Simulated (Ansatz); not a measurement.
Polymorphs of SiGe, each relaxed with the program Ansatz at the PBE level (PAW):

A: I-4m2
a = b = 3.962 Å, c = 28.053 Å, α = β = γ = 90.00°

```csv
atom,site,symmetry,x,y,z
Si,4e,2mm.,0.0000,0.0000,0.0956
Si,4f,2mm.,0.5000,0.0000,0.0479
Si,2b,-4m2,0.0000,0.0000,0.5000
Ge,4f,2mm.,0.0000,0.5000,0.1455
Ge,4e,2mm.,0.0000,0.0000,0.3022
Ge,2d,-4m2,0.5000,0.0000,0.2500
```

B: NiAs type (P6_3/mmc)
a = 3.675 Å, b = 3.675 Å, c = 6.289 Å, α = 90.00°, β = 90.00°, γ = 120.00°

| atom | site | symmetry | x | y | z |
|---|---|---|---|---|---|
| Ge | 2a | -3m. | 0.0000 | 0.0000 | 0.0000 |
| Si | 2c | -6m2 | 0.3333 | 0.6667 | 0.2500 |

C: CsCl type (Pm-3m)
a = b = c = 3.242 Å, α = β = γ = 90.00°

```csv
atom,site,symmetry,x,y,z
Ge,1a,m-3m,0.0000,0.0000,0.0000
Si,1b,m-3m,0.5000,0.5000,0.5000
```

**Question.** Rank these by energy per atom at 0 K (lowest first), as PBE gives it.

**Answer.** A (+0 meV/atom), B (+383 meV/atom), C (+497 meV/atom)

**Question.** Give each one's gap.

**Answer.** A 0.33 eV; B no gap; C no gap.

Constructed cells (a structure type filled with these elements, in neither database checked): B; C. Typed or built starts, not in the databases checked: A. All cells were relaxed under the symmetry of their starts (and spin orders); stability against distortions was not tested throughout. Scalar-relativistic: spin–orbit coupling is off unless named, which matters more the heavier the elements.

Energies hold the estimated change up to a 700 eV cutoff; steps of a few meV lie near the error of the meshes.

Potentials: the earlier of the program's two PAW sets.
